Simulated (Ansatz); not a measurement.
Elastic constants of Al at 18 GPa (stress–strain coefficients): input and output

The calculation used Ansatz, DFT LDA, scalar-relativistic, plane waves, PAW.

Launched with:
```bash
ansatz run input.yaml --threads 1 --pin off --max-ram 3072MiB --backend cpu --events-out ev --progress --plain --runs-dir out
```

Input (bare energies are in eV):
```yaml
crystal:
  lattice:
    - [2.6766950734, 0.0, 0.0]
    - [-1.3383475367, 2.3180859317, 0.0]
    - [0.0, 0.0, 4.3883658606]
  atoms:
    - { symbol: Al, position: [0.6666666667, 0.3333333333, 0.75] }
    - { symbol: Al, position: [0.3333333333, 0.6666666667, 0.25] }
basis:
  ecutwfc: 420
kpoints:
  mp_grid: { grid: [18, 18, 10] }
hamiltonian:
  xc: lda
scf:
  occupations: { method: fermi_dirac, width: 0.15 }
output:
  forces: true
  stress: true
  eigenvalues: true
elastic:
  mode: relaxed_ion
  amplitude: 0.005
```

From the output:
```
--- Elastic constants: 3 strain directions × 4 members + reference (group order 24) ---
  dense FFT box of the reference and of every strained cell: 20×20×30
  strains applied: 11, 33, 23; error gains: componentwise 1.00 (the most a stress slope's error grows in a printed constant), spectral 1.41 (1 for all six strains in a standard setting)
  C = ∂σ_k/∂η_j (tension-positive GPa; Voigt order 11 22 33 23 13 12):
       226.628    120.527    113.122      0.000      0.000     -0.000
       120.527    226.628    113.122      0.000      0.000      0.000
       113.081    113.081    225.156      0.000      0.000     -0.000
         0.000      0.000      0.000     27.133     -0.000      0.000
         0.000      0.000      0.000     -0.000     27.133      0.000
        -0.000      0.000      0.000      0.000      0.000     53.051
  reference stress σ⁰ (GPa):    -18.000    -18.000    -17.999     -0.000     -0.000     -0.000
  C* (energy form; C + prestress term) asymmetry max|C*_kj − C*_jk| = 4.075e-2 GPa — a small one proves nothing (zero by symmetry where the batch's group is 432, −43m or m−3m); a large one is finite-difference/SCF noise where every solve ...
  moduli (Voigt/Reuss/Hill, GPa): K = 152.43/152.38/152.40   G = 43.58/38.82/41.20   E = 113.38   ν = 0.376
  mechanically stable: yes (min eigenvalue of sym C = 27.13 GPa)
  harmonic check of the ions' relaxations: strain 23: 1 pair too noisy to judge
  the stresses are not corrected for the forces that the relaxations left standing (`elastic.f_tol`)
  strain η (Voigt 11):  stress-route row diagonal C_11 = 226.63 GPa, energy-path curvature d²(F+E_count+ΔE)/dδ²/Ω₀ = 226.62 GPa
    cells at ±δ against ±2δ: C11 226.91 and 227.77 GPa, apart by 0.38 % of the column's largest entry
         δ    σ_11 (GPa) F (eV) n_scf n_hpsi n_pw
    -1.000e-2     -20.3797       -1025.4559776       2   49487    549   relax 4 steps, max|allowed force component| 3.52e-7 eV/Å
    -5.000e-3     -19.1596       -1025.4727703       2   49421    551   relax 3 steps, max|allowed force component| 2.06e-7 eV/Å
     5.000e-3     -16.8905       -1025.5033780       2   49273    555   relax 3 steps, max|allowed force component| 1.97e-7 eV/Å
     1.000e-2     -15.8243       -1025.5172758       2   49372    557   relax 2 steps, max|allowed force component| 2.22e-5 eV/Å
  strain η (Voigt 33):  stress-route row diagonal C_33 = 225.16 GPa, energy-path curvature d²(F+E_count+ΔE)/dδ²/Ω₀ = 225.10 GPa
    cells at ±δ against ±2δ: C33 225.77 and 227.63 GPa, apart by 0.82 % of the column's largest entry
         δ    σ_33 (GPa) F (eV) n_scf n_hpsi n_pw
    -1.000e-2     -20.4259       -1025.4559580       6   29374    549   relax 0 steps, max|allowed force component| 1.04e-17 eV/Å
    -5.000e-3     -19.1654       -1025.4727720       3   26199    551   relax 0 steps, max|allowed force component| 1.16e-18 eV/Å
     5.000e-3     -16.9076       -1025.5033801       4   26346    555   relax 0 steps, max|allowed force component| 1.94e-17 eV/Å
     1.000e-2     -15.8734       -1025.5173115       4   25859    555   relax 0 steps, max|allowed force component| 1.95e-17 eV/Å
  strain η (Voigt 23):  stress-route row diagonal C_44 = 27.13 GPa, energy-path curvature d²(F+E_count+ΔE)/dδ²/Ω₀ = 36.13 GPa
    cells at ±δ against ±2δ: C44 27.26 and 27.65 GPa, apart by 1.43 % of the column's largest entry
         δ    σ_23 (GPa) F (eV) n_scf n_hpsi n_pw
    -1.000e-2      -0.2765       -1025.4882459       2   78255    553   relax 3 steps, max|allowed force component| 3.08e-6 eV/Å
    -5.000e-3      -0.1363       -1025.4884788       2   78202    553   relax 2 steps, max|allowed force component| 1.11e-5 eV/Å
     5.000e-3       0.1363       -1025.4884788       2   78260    553   relax 3 steps, max|allowed force component| 8.96e-7 eV/Å
     1.000e-2       0.2765       -1025.4882459       2   78272    553   relax 3 steps, max|allowed force component| 3.08e-6 eV/Å
```

Time: 100 s on 1 thread of Intel(R) Xeon(R) 6975P-C (Granite Rapids), with other jobs on the host, peak memory 0.53 GiB.

In a metal, frequencies and elastic constants depend on the k mesh and the smearing, soft modes and shear constants most. Other phases may be more stable at this pressure.

This form isn't the element's structure at ambient conditions.